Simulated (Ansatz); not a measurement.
An Ansatz (a quantum-chemistry and plane-wave program) input:

Ansatz 0.2 input:
```yaml
crystal:
  lattice:
    - [2.0762324521, 1.1987133651, 6.8069036366]
    - [-2.0762324521, 1.1987133651, 6.8069036366]
    - [0.0, -2.3974267302, 6.8069036366]
  atoms:
    - { symbol: In, position: [0.6243285212, 0.6243285212, 0.6243285212] }
    - { symbol: Ga, position: [0.1250084865, 0.1250084865, 0.1250084865] }
    - { symbol: As, position: [0.005272784, 0.005272784, 0.005272784] }
    - { symbol: As, position: [0.4953742083, 0.4953742083, 0.4953742083] }
kpoints:
  mp_grid: { grid: [6, 6, 6] }
hamiltonian:
  xc: hse06
  pseudopotentials: { kind: paw }
scf:
  n_extra_bands: 6
  occupations: { method: gaussian, width: 0.02 }
output:
  eigenvalues: true
  eigenstates:
    e_range: [-9.0, 8.0]
    kpoints:
      - [0.0, 0.0, 0.0]  # GAMMA
      - [0.5, 0.5, 0.5]  # T
      - [0.5, 0.0, 0.0]  # L
      - [0.5, 0.0, 0.5]  # F
      - [0.3436707075, -0.3436707075, 0.0]  # S_0
      - [0.6563292925, 0.0, 0.3436707075]  # S_2
      - [0.5, -0.187341415, 0.187341415]  # H_0
      - [0.812658585, 0.187341415, 0.5]  # H_2
```

### Question
How many symmetry operations and irreducible k-points will the run report?

### Answer
6 operations, 32 of 216 k-points.

### Question
With a cutoff of 420 eV, how many plane waves at Γ?

### Answer
1943.

It took very roughly 11 core-minutes on shared server cores.

Space group R3m. The first step of the workflow began from a Materials Project structure, measured or hypothetical; the Crystallography Open Database copy checked does not list it. With In and Ga taken as one species the cell has the higher symmetry F-43m, so it may be an ordered model of a mixed-site phase. Its standing as an ambient phase is unchecked. The cell was relaxed with PBEsol under the symmetry of its start; whether a distortion lowers the energy is not shown.

Potentials: the later of the program's two PAW sets.

Ansatz is a plane-wave DFT program.
